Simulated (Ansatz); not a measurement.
## Which element?

Cell vectors (Å):

```
 2.7513  0.0000  0.0000
-1.3757  2.3827  0.0000
 0.0000  0.0000  4.4410
```

| atom | a | b | c |
| --- | --- | --- | --- |
| X | 0.3333 | 0.6667 | 0.2500 |
| X | 0.6667 | 0.3333 | 0.7500 |

Theory: PBEsol, PAW on Ansatz 0.2.0's default frozen-core files (fitted under PBE), scalar-relativistic. k mesh 18×18×10, strains of ±0.005, Fermi-Dirac smearing of 0.080 eV.

Elastic constants of a crystal by Kohn-Sham DFT: slopes of the stress over finite engineering strains of the given cell, Voigt indices, Cartesian axes as in the cell vectors.

```
index  elastic (GPa)
   11          646.9
   12          284.6
   13          238.2
   33          703.7
   44          171.3
```

Q: All X atoms are one element. Which one was computed?

A: Re; the crystal is Re (P6_3/mmc).

Known limits: frozen-core PAW files fitted under PBE, their cores solved anew for the functional of the run; responses of metals move with mesh and smearing; elastic stability says nothing of phonons or of other phases; no spin-orbit coupling on heavy atoms.
